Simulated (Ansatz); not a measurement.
HfO₂:
Space group P4₂/nmc, origin choice 1 (No. 137); a = b = 3.577 Å, c = 5.203 Å, α = β = γ = 90.00°

| atom | site | symmetry | x | y | z |
|---|---|---|---|---|---|
| Hf | 2a | -4m2 | 0.0000 | 0.0000 | 0.0000 |
| O | 4d | 2mm. | 0.0000 | 0.5000 | 0.1962 |

Relaxed with r²SCAN. r²SCAN (plane waves, PAW; program Ansatz) gives a gap of 5.27 eV.

Task: What gap does HSE06 give on the same cell (Ansatz, PAW)?

Result: 6.37 eV, 1.10 eV more. The hybrid was solved on a coarser mesh and at special points; its gap is the smallest among all of these.

Cost on shared cores: the r²SCAN run (SCF on a 8×8×6 mesh, then bands and DOS) around 2.0 core-minutes (rough), the HSE06 run (SCF on 5×5×3, then a few points) about 90 core-seconds (a rough figure); the tasks are unlike.

Space group P4_2/nmc. This is a known high-temperature phase of the composition, computed here at zero pressure and temperature. The cell was relaxed with r²SCAN under the symmetry of its start; its stability against distortions is not shown here. The run is not spin-polarised. Spin–orbit coupling is left out wherever it is not named.

Potentials: the later of the program's two PAW sets.
